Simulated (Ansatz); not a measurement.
Input file for Ansatz (a quantum-chemistry and plane-wave program):

Ansatz 0.2 input:
```yaml
crystal:
  lattice:
    - [3.648996881, 0.0, 0.0]
    - [-1.8244984405, 3.1601239973, 0.0]
    - [0.0, 0.0, 11.7573251898]
  atoms:
    - { symbol: La, position: [0.0, 0.0, 0.0] }
    - { symbol: La, position: [0.0, 0.0, 0.5] }
    - { symbol: La, position: [0.3333333333, 0.6666666667, 0.25] }
    - { symbol: La, position: [0.6666666667, 0.3333333333, 0.75] }
kpoints:
  mp_grid: { grid: [10, 10, 3] }
  band_path:
    path:
      - [[0.0, 0.0, 0.0], [0.5, 0.0, 0.0], [0.3333333333, 0.3333333333, 0.0], [0.0, 0.0, 0.0], [0.0, 0.0, 0.5], [0.5, 0.0, 0.5], [0.3333333333, 0.3333333333, 0.5], [0.0, 0.0, 0.5]]  # Γ-M-K-Γ-A-L-H-A
      - [[0.5, 0.0, 0.5], [0.5, 0.0, 0.0]]  # L-M
      - [[0.3333333333, 0.3333333333, 0.5], [0.3333333333, 0.3333333333, 0.0]]  # H-K
    npoints: 8
basis: { ecutwfc: 600, xc_grid: 2 }
hamiltonian:
  xc: pbesol
  pseudopotentials: { azcp: { folder: ./paw }, kind: paw_fr }
magnetization: { noncollinear: true, spin_orbit: true }
scf:
  n_extra_bands: 12
  convergence: { dr2_threshold: 0.0000000001 }
  occupations: { method: gaussian, width: 0.05 }
output: { eigenvalues: true }
```

Output (shortened):

```
Pseudopotential: La, paw, valence charge 11
Functional definition: PBEsol
non-collinear run that drives no moment, with spin-orbit …
Crystal: 4 atoms, lattice volume = 135.577 Å³
Basis set: ecut = 600 eV, 4589 PW (Γ), exchange–correlation on 60×60×192 points (8 copies of the dense FFT grid, shifted against one another)
Bands: 56, of which v1, the nominal top of the filled ones, is band 44 counted from 1 (43 counted from 0)
Symmetry: 24 space group operations + 24 with time reversal
k-points: 28 of 300
Projection manifold: j_resolved (fully-relativistic pseudo-atomic orbitals)
SCF iter   1: F=—  HF=-24667.094324 eV  |F-HF|=—  |Δ(HF+E_count)|=         —  Δρ=2.40e-2  dr2=9.33e-1  dr2_m=0.00e0 (ungated)  ethr=3.10e-3  |M|=0.00e0 ∫|m|=0.00e0 μB  |m|>n=0.0e0 m-floor=0.0e0 τ_xc=0.0e0  β_m=0.30  ⟨swp⟩=6.5  Hψ=5579  notcnv=0
preconditioner: auto → Kerker (q_TF=auto, 2.262 Å⁻¹)
spin=Noncollinear: Kerker preconditioning applied to the charge; magnetization (m_x, m_y, m_z) channels mix plain (no charge-response kernel on spin).
SCF iter   2: F=—  HF=-24666.921710 eV  |F-HF|=—  |Δ(HF+E_count)|=   1.73e-1  Δρ=1.75e-2  dr2=5.11e-1  dr2_m=0.00e0 (ungated)  ethr=2.12e-3  |M|=0.00e0 ∫|m|=0.00e0 μB  |m|>n=0.0e0 m-floor=0.0e0 τ_xc=0.0e0  β_m=0.65  ⟨swp⟩=2.2  Hψ=1019  notcnv=0  defer=138
SCF iter   3: F=—  HF=-24666.694109 eV  |F-HF|=—  |Δ(HF+E_count)|=   2.28e-1  Δρ=1.81e-3  dr2=3.22e-3  dr2_m=0.00e0 (ungated)  ethr=1.16e-3  |M|=0.00e0 ∫|m|=0.00e0 μB  |m|>n=0.0e0 m-floor=0.0e0 τ_xc=0.0e0  β_m=0.82  ⟨swp⟩=4.4  Hψ=1803  notcnv=0  defer=138
SCF iter   4: F=—  HF=-24666.696429 eV  |F-HF|=—  |Δ(HF+E_count)|=   2.32e-3  Δρ=1.00e-3  dr2=2.07e-3  dr2_m=0.00e0 (ungated)  ethr=7.31e-6  |M|=0.00e0 ∫|m|=0.00e0 μB  |m|>n=0.0e0 m-floor=0.0e0 τ_xc=0.0e0  β_m=0.80  ⟨swp⟩=3.1  Hψ=1521  notcnv=0  defer=138
SCF iter   5: F=—  HF=-24666.695619 eV  |F-HF|=—  |Δ(HF+E_count)|=   8.10e-4  Δρ=1.75e-4  dr2=6.05e-5  dr2_m=0.00e0 (ungated)  ethr=4.70e-6  |M|=0.00e0 ∫|m|=0.00e0 μB  |m|>n=0.0e0 m-floor=0.0e0 τ_xc=0.0e0  β_m=0.90  ⟨swp⟩=2.0  Hψ=1317  notcnv=0  defer=138
SCF iter   6: F=—  HF=-24666.695602 eV  |F-HF|=—  |Δ(HF+E_count)|=   1.72e-5  Δρ=4.45e-5  dr2=4.33e-6  dr2_m=0.00e0 (ungated)  ethr=1.38e-7  |M|=0.00e0 ∫|m|=0.00e0 μB  |m|>n=0.0e0 m-floor=0.0e0 τ_xc=0.0e0  β_m=0.95  ⟨swp⟩=2.7  Hψ=1322  notcnv=0  defer=138
SCF iter   7: F=—  HF=-24666.695711 eV  |F-HF|=—  |Δ(HF+E_count)|=   1.09e-4  Δρ=6.64e-6  dr2=1.89e-7  dr2_m=0.00e0 (ungated)  ethr=9.85e-9  |M|=0.00e0 ∫|m|=0.00e0 μB  |m|>n=0.0e0 m-floor=0.0e0 τ_xc=0.0e0  β_m=0.89  ⟨swp⟩=2.1  Hψ=1282  notcnv=0  defer=138
SCF iter   8: F=—  HF=-24666.695711 eV  |F-HF|=—  |Δ(HF+E_count)|=   3.37e-8  Δρ=1.54e-6  dr2=3.55e-9  dr2_m=0.00e0 (ungated)  ethr=4.30e-10  |M|=0.00e0 ∫|m|=0.00e0 μB  |m|>n=0.0e0 m-floor=0.0e0 τ_xc=0.0e0  β_m=0.95  ⟨swp⟩=2.1  Hψ=1311  notcnv=0  defer=138
SCF iter  10: F=-24666.695711 eV  HF=-24666.695711 eV  |F-HF|=7.28e-12  |Δ(HF+E_count)|=  1.46e-11  Δρ=4.99e-8  dr2=3.49e-12  dr2_m=0.00e0 (ungated)  ethr=1.00e-12  |M|=0.00e0 ∫|m|=0.00e0 μB  |m|>n=0.0e0 m-floor=0.0e0 τ_xc=0.0e0  ⟨swp⟩=19.4  Hψ=3805  notcnv=0
SCF 1 converged in 10 iterations: F = -24666.695711 eV  dr2 = 3.49e-12
NSCF: frozen V_eff on 75 k-points
SCF converged after 10 iterations
Magnetization: |M| = 0.0000 μB,  M = (+0.0000, +0.0000, +0.0000) μB
Absolute magnetization: 0.0000 μB (∫|m|)
  site 0: m = (+0.0000, +0.0000, +0.0000) μB, |m| = 0.0000 μB  (R = 1.49 Å)
  site 1: m = (+0.0000, +0.0000, +0.0000) μB, |m| = 0.0000 μB  (R = 1.49 Å)
  site 2: m = (+0.0000, +0.0000, +0.0000) μB, |m| = 0.0000 μB  (R = 1.49 Å)
  site 3: m = (+0.0000, +0.0000, +0.0000) μB, |m| = 0.0000 μB  (R = 1.49 Å)
Free energy (F): -24666.695711 eV
Harris-Foulkes:  -24666.695711 eV  (|F-HF|=7.28e-12)
Internal energy: -24666.686871 eV  (E = F + TS)
E sigma→0 (E₀):  -24666.691291 eV
Entropy (-TS):   -0.008840 eV (-2.210 meV/atom)
Fermi energy:    12.064085 eV
--- Per-component energies (eV) ---
  E_band       = -134.609820
  E_kinetic    = 734.664412
  E_local      = -1163.551930  (includes V_loc(G=0)·N_el)
  E_nonlocal   = 376.810797
  E_hartree    = 404.196280
  E_xc         = -559.817905
  E_vxc        = -569.928691  (∫ρ·V_xc dr)
  E_paw        = -21349.786495  (= ΣΔE_a)
  E_vpaw       = -320.996931  (= ΣTr[D̂ρ^β])
  E_aug_tail   = -0.000001  (compensation charges beyond the density's cutoff)
  E_ewald      = -3109.882105
  E_core_change = 0.680077  (= ΣΔE_core)
  E_smearing   = -0.008840  (= −TS)
  E_closure    = 0.000000  (closes the sum)
  Σ components = -24666.695711   (vs F -24666.695711, Δ=0.00e0)
  [band-id]    e_kinetic+e_local+e_nonlocal+2·e_hartree+e_vxc+e_vpaw+e_augmentation_tail = -134.609784   (vs E_band -134.609820, Δ=3.56e-5)
--- Band table (eV; the first three rows and the last of 28) ---
  k-point 0: bands = ["-20.7084", "-20.7084", "-20.5724", "-20.5724", "-20.5544", "-20.5544", "-20.4116", "-20.4116", "-6.1565", "-6.1565", "-5.6908", "-5.6908", "-5.6729", "-5.6729", "-5.2903", "-5.2903", "-3.8607", "-3.8607", "-3.3765", "-3.3765", …
  k-point 1: bands = ["-20.6894", "-20.6894", "-20.6371", "-20.6371", "-20.4880", "-20.4880", "-20.4323", "-20.4323", "-6.0888", "-6.0888", "-5.9100", "-5.9100", "-5.4749", "-5.4749", "-5.3376", "-5.3376", "-3.8050", "-3.8050", "-3.6376", "-3.6376", …
  k-point 2: bands = ["-20.6858", "-20.6858", "-20.5556", "-20.5556", "-20.5376", "-20.5376", "-20.4011", "-20.4011", "-6.1476", "-6.1476", "-5.7244", "-5.7244", "-5.7066", "-5.7066", "-5.3486", "-5.3486", "-3.8910", "-3.8910", "-3.4201", "-3.4201", …
  k-point 27: bands = ["-20.3817", "-20.3817", "-20.3758", "-20.3758", "-20.3499", "-20.3499", "-20.3441", "-20.3441", "-6.1491", "-6.1491", "-6.1191", "-6.1191", "-6.1080", "-6.1080", "-6.0767", "-6.0767", "-4.0892", "-4.0892", "-4.0484", "-4.0484", …
```

Cost: roughly 2.6 core-minutes on shared cores.

Space group P6_3/mmc (dhcp (α-La type)). The PBEsol relaxation kept the symmetry of its start; of distortions, only those at the zone centre were tested.

Potentials: the earlier of the program's two PAW sets.

Ansatz is a plane-wave DFT program.
